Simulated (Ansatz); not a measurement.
# Mg5ZnN4: ²⁵Mg NMR of the central transition

Cell: a Materials Project structure (computed, not necessarily an observed phase), taken as it stands.

Space group Pmmn:1 (No. 59); a = 6.7593, b = 7.1474, c = 5.1834 Å.

| site | Wyckoff | site symmetry | x | y | z |
| --- | --- | --- | --- | --- | --- |
| Mg1 | 8g | 1 | 0.2526 | 0.3009 | 0.7506 |
| Mg9 | 2a | mm2 | 0.5000 | 0.5000 | 0.2776 |
| Zn | 2b | mm2 | 0.0000 | 0.5000 | 0.2733 |
| N13 | 4f | .m. | 0.7487 | 0.5000 | 0.0471 |
| N17 | 4e | m.. | 0.5000 | 0.2520 | 0.4974 |

One atom of each set is listed.

Level of theory: DFT, PBE, plane waves and PAW, scalar-relativistic, 420 eV cutoff, Γ-centred 4×4×6 k-points, Fermi–Dirac smearing 0.02 eV (Ansatz 0.2.0).

²⁵Mg has I = 5/2 and Q = 199.4 mb (Pyykkö 2018); at 21.1 T its Larmor frequency is ν₀ = 55.0 MHz. Only the quadrupole interaction is simulated: positions count from each site's isotropic chemical shift, and shift anisotropy, dipolar and J coupling are left out, though they dominate static lines narrower than about 10 kHz.

The Mg sites: Mg1 (8 atoms; 4 N at 2.09–2.39 Å); Mg9 (2 atoms; 4 N at 2.06–2.11 Å).

Fitted components of the simulated spectrum:

```csv
component,|C_Q| (MHz),η
A,2.65,0.56
B,11.4,0.89
```

**Question.** Which site most likely gives which component?

**Answer.** By the calculation, A is Mg9, B is Mg1. Like point charges on the first shell alone (each adding as 1/d³) would give the same order.

With a gap of 0.8 eV on this mesh, small gradients can still move by 0.1 × 10²¹ V/m² or more as the k-mesh gets denser.

Hardware: 1 thread of Arm Neoverse N1 (aarch64; 8 cores open to the job, memory cap 2.5 GiB, no GPU), a shared host with a load of 0.5 a core. Wall time 2.5 min, CPU time 2.6 min, peak memory 0.89 GiB.
